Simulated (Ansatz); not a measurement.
MoPd (CsCl type, Pm-3m) under volume change, DFT-PBE in the program Ansatz with PAW potentials, scaled uniformly.

```csv
V (Å³/atom),E − E(relaxed) (meV/atom),P (GPa)
14.344,101.5,25.08
14.817,[?],[?]
15.290,10.0,6.97
15.763,0.0,0.00
16.236,[?],[?]
16.709,33.6,-10.76
17.181,71.6,-14.87
```

**Question.** Fill in the missing entries.

**Answer.** 
- 16.236, E − E(relaxed) (meV/atom): 8.9
- 16.236, P (GPa): -5.85
- 14.817, E − E(relaxed) (meV/atom): 42.4
- 14.817, P (GPa): 15.25

**Question.** What does a third-order Birch–Murnaghan fit give for V₀, B₀ and B′?

**Answer.** V₀ = 15.76 Å³/atom, B₀ = 212 GPa, B′ = 4.8.

The start of the workflow was typed in or built on a structure type; neither database checked (COD, Materials Project) lists it. Whether it is the stable phase at ambient conditions was not checked. The PBE relaxation kept the symmetry of its start; whether a distortion lowers the energy is not shown. The run is not spin-polarised. Its formation energy is positive at this level, so the cell may be metastable or incomplete.

Potentials: the later of the program's two PAW sets.
